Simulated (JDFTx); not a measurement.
W(100) slab cut from bulk W (space group Im-3m, indices of the conventional cell, lattice of the Materials Project entry mp-91, not re-optimised): 5 atoms in 5 planes, a 1x1 cell of 10.05 Å² (|a| = 3.170, |b| = 3.170 Å), 6.3 Å between the outermost planes, cell height 22.3 Å, 8×8×1 k mesh, Fermi smearing 0.01 Ha, no spin polarisation.

Reference level: PBE, GBRV ultrasoft potentials, plane waves to 20/100 Ha, in a modified build of JDFTx. Unrelaxed; liquid: CANDLE, water, 1 M NaF. The reference uses energyDiffThreshold 1e-8 (1e-7 at fixed potential) and fluid knormThreshold 1e-11; each other row changes one option in all its runs. Potentials refer to SHE, placed 4.44 V below the bulk liquid's zero by convention.

Options: reference; energyDiffThreshold 1e-5; energyDiffThreshold 1e-6; energyDiffThreshold 1e-10; fluid knormThreshold 1e-9; fluid knormThreshold 1e-10; fluid knormThreshold 1e-12.

Task: Which options move the work function or U_pzc by more than 0.02 from the reference?

Result: energyDiffThreshold 1e-5.

```
option                      F − F(reference), vacuum (meV/cell)  work function (eV)  U_pzc (V)  σ held at -0.15 V (μC/cm²)
--------------------------  -----------------------------------  ------------------  ---------  --------------------------
reference                                                   0.0               4.262     -0.664                        15.8
energyDiffThreshold 1e-5                                    0.1               4.352     -0.652                        15.8
energyDiffThreshold 1e-6                                    0.0               4.263     -0.667                        15.8
energyDiffThreshold 1e-10                                   0.0               4.262     -0.664                           –
fluid knormThreshold 1e-9                                   0.0               4.262     -0.666                           –
fluid knormThreshold 1e-10                                  0.0               4.262     -0.665                           –
fluid knormThreshold 1e-12                                  0.0               4.262     -0.664                        15.8
```

A dash marks a run that didn't converge or wasn't made; the third decimal is shown to expose solver noise and isn't converged.
